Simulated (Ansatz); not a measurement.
## Slab of hcp Co (0001), 5 layers

The slab is cut from the hcp crystal, the stable phase, as relaxed on PAW files (10.86 Å³/atom), with 16 Å of vacuum and a dipole correction:

```
CELL_PARAMETERS angstrom
2.49304 0.00000 0.00000
-1.24652 2.15904 0.00000
0.00000 0.00000 24.07390
ATOMIC_POSITIONS crystal
Co 0.00000 0.00000 0.33231
Co 0.33333 0.66667 0.41616
Co 0.00000 0.00000 0.50000
Co 0.33333 0.66667 0.58384
Co 0.00000 0.00000 0.66769
```

Computed with Ansatz 0.2.0; functional PBE, scalar-relativistic. Settings: a Γ-centred 15×15×1 k mesh, Fermi–Dirac smearing of 0.1 eV, spin-polarised from start moments Co1 1.7, Co2 1.7, Co3 1.7, Co4 1.7, Co5 1.7 μB. Methods: LAPW: all electrons, basis error target 1 meV/atom; PAW: frozen-core files, cutoff 420 eV.

The bulk energy comes from a cell in the slab's orientation on a 15×15×8 mesh. The surface energy is (E(slab) − N·E(bulk))/2A at zero smearing, the mean of both faces; thin slabs carry quantum-size effects.

Other magnetic orders may lie lower.

Question: As cut, the LAPW slab lies 1.464 eV above 5 atoms of bulk. What surface energy is that?

Answer: Over two faces of 5.38 Å² it is 136.0 meV/Å², and times 16.02 J/m² per eV/Å² that gives γ = 2.179 J/m².

| method | γ as cut (J/m²) | γ relaxed (J/m²) | Φ as cut (eV) | Φ relaxed (eV) |
| --- | --- | --- | --- | --- |
| LAPW | 2.179 | 2.147 | 4.99 | 4.96 |

Question: How do the spacings between the planes relax?

Answer: From the bottom face up: d12 -2.7 % of 2.018 Å, d23 +0.7 % of 2.018 Å, d34 +0.7 % of 2.018 Å, d45 -2.7 % of 2.018 Å.

Question: How do the moments vary through the slab?

Answer: Co1 1.79, Co2 1.72, Co3 1.68, Co4 1.72, Co5 1.79 μB in the LAPW spheres; the bulk has Co 1.68 μB.

Question: A field of 0.5 V/Å is applied along the normal, atoms held. What follows?

Answer: LAPW finds an induced dipole of 0.1702 e·Å a cell (PAW 0.1701), that is 11.44 Å for 4πα over the area, against 7.99 Å between the outer atoms.

Question: What changes if the images along the normal are cut off in place of the dipole correction?

Answer: LAPW then gives: no gap, work function 4.96 eV; PAW: no gap, work function 4.97 eV.
